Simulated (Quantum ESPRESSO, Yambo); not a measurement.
At a photon energy of 8.00 eV, RPA with local fields on PBEsol bands shifted by a G0W0 scissor of 2.43 eV (Quantum ESPRESSO and Yambo; 4×4×2 mesh, 148 bands, 3 Ry local-field block, 0.2 eV broadening) gives ε = 2.94 + 1.28i for NaMoO3F (space group P2_1/m, No. 11), field along x. Axes are Cartesian, with cell vectors (Å) (6.66, 0.00, 0.00), (0.00, 3.76, 0.00), (-2.49, 0.00, 6.88).

Question: Work out n, κ, the normal-incidence reflectivity, the absorption coefficient and the penetration depth.

Answer: 
|ε| = 3.21; n = √((|ε| + ε1)/2) = 1.75, κ = √((|ε| − ε1)/2) = 0.37. R = ((n − 1)² + κ²)/((n + 1)² + κ²) = 0.09. α = 2Eκ/(ħc) with ħc = 197.327 eV nm: 0.0296 per nm = 3.0 × 10⁵ per cm, a 1/e depth of 34 nm. The computed direct gap is 5.48 eV, and the energy scale of the real crystal may differ from it. Excitonic effects are left out, and values at one energy depend on mesh and broadening. The scissor comes from a G0W0 run whose convergence isn't established. Convergence of the RPA response with its 4×4×2 mesh was not tested.

Spin-orbit coupling is not included.

Geometry of the Materials Project entry, not relaxed at this level; primitive cell a = 6.658 Å, b = 3.761 Å, c = 7.313 Å, α = γ = 90.00°, β = 109.91°.

The structure is a Materials Project entry; no match was found in the copy of COD used, and its stability was not checked.
